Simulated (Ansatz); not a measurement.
GaMo3N (anti-perovskite, Pm-3m), plane-wave PAW r²SCAN (Ansatz code), all energies at zero smearing, with the estimated change up to a 700 eV cutoff added, with one set of potentials and settings (totals compare only within such a set). Cell of 5 atoms (1 Ga, 3 Mo, 1 N): -19078.769 eV.

```csv
element,reference phase,E (eV/atom)
Ga,"Cmce, 4 atoms in the cell",-3790.2689
Mo,"Im-3m, 1 atoms in the cell",-4967.5975
N,"Pa-3, 8 atoms in the cell",-384.8315
```

Formation energy per atom, worked out: (-19078.769 − 1×(-3790.2689) − 3×(-4967.5975) − 1×(-384.8315))/5 = -0.175 eV/atom (-17 kJ per mol of atoms), at 0 K, without zero-point energy or fitted corrections.

The start of the workflow was typed in or built on a structure type; neither database checked (COD, Materials Project) lists it. Its standing as an ambient phase is unchecked. The r²SCAN relaxation kept the symmetry of its start; its stability against distortions is not shown here. The workflow began spin-polarised and lost its moments. The references are the lowest solids computed at this level, not always the standard phases (solids in place of the gases).

Potentials: the later of the program's two PAW sets.
